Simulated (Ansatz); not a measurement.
# Relaxing an invented BaMg₂H₃ structure

These are results of DFT PBE, scalar-relativistic, plane waves, PAW (Ansatz 0.2.0), not measurements. Cutoff 420 eV, Gaussian smearing, Γ-centred meshes. Cell and atoms relax first on a coarse mesh and then on a finer one. In between, the cell is made exact in the group found at 0.06 Å. In metals the finer mesh still leaves noise of several meV/atom or more. The steps can't lower the symmetry of their start. No spin polarisation.

Recipe of this trial structure of BaMg₂H₃: close-packed anion layers stacked ABC, with sites between them filled layer by layer (P-3m1, No. 164) (elements of the layers in order: H H H). Lengths were set from tabulated atomic sizes, so they are only a guess.

```cif
data_structure
_symmetry_space_group_name_H-M 'P-3m1'
_symmetry_Int_Tables_number 164
_cell_length_a 3.5945
_cell_length_b 3.5945
_cell_length_c 8.7431
_cell_angle_alpha 90.000
_cell_angle_beta 90.000
_cell_angle_gamma 120.000
_cell_volume 97.83
loop_
_atom_site_label
_atom_site_type_symbol
_atom_site_symmetry_multiplicity
_atom_site_Wyckoff_symbol
_atom_site_fract_x
_atom_site_fract_y
_atom_site_fract_z
_atom_site_occupancy
Ba1 Ba 1 a 0.00000 0.00000 0.00000 1
Mg1 Mg 2 d 0.33333 0.66667 0.37389 1
H1 H 2 d 0.33333 0.66667 0.75222 1
H2 H 1 b 0.00000 0.00000 0.50000 1
```

The zero of energy is the elements' standard structures at the same level (H₂ as a molecule); no fitted shifts are applied.

**Question.** Where does the relaxation end?

**Answer.** The symmetry stays P-3m1 (No. 164). The volume per atom shrinks by 2.0 %, from 16.3 to 16.0 Å³. The shortest distance goes from 2.35 Å (Mg–H) to 2.39 Å (Mg–H). The ratio c/a of the conventional cell changes by a factor of 0.90. Conventional cell: a = 3.703 Å, c = 8.074 Å. Ba has 6 H at 2.81 Å and 6 Mg at 3.59 Å; Mg has 6 H at 2.39–2.43 Å, 3 Mg at 3.14 Å, 1 H at 3.37 Å and 3 Ba at 3.59 Å; around H on a site of symmetry 3m lie 3 Mg at 2.39 Å and 3 Ba at 2.81 Å; H on a site of symmetry -3m has 6 Mg at 2.43 Å.

```cif
data_structure
_symmetry_space_group_name_H-M 'P 1'
_symmetry_Int_Tables_number 1
_cell_length_a 3.7026
_cell_length_b 3.7026
_cell_length_c 8.0742
_cell_angle_alpha 90.000
_cell_angle_beta 90.000
_cell_angle_gamma 120.000
_cell_volume 95.86
loop_
_atom_site_label
_atom_site_type_symbol
_atom_site_fract_x
_atom_site_fract_y
_atom_site_fract_z
_atom_site_occupancy
Ba1 Ba 0.00000 0.00000 0.00000 1
Mg1 Mg 0.33333 0.66667 0.35746 1
Mg2 Mg 0.66667 0.33333 0.64254 1
H1 H 0.33333 0.66667 0.77487 1
H2 H 0.66667 0.33333 0.22513 1
H3 H 0.00000 0.00000 0.50000 1
```

**Question.** Give its energy and gap.

**Answer.**

| Quantity | Value |
| --- | --- |
| Formation energy | +0.11 eV/atom |
| Gap on the 12×12×6 mesh of the 6-atom cell | 0 eV (a metal) |

It can't be a ground state, since the elements alone are lower.

The last run used Gaussian smearing of 0.10 eV. The cell is a metal run without spin; a magnetic state may lie lower. With hydrogen, zero-point motion can shift formation energies by some tens of meV/atom. A structure relaxed within its symmetry needn't be a true minimum.
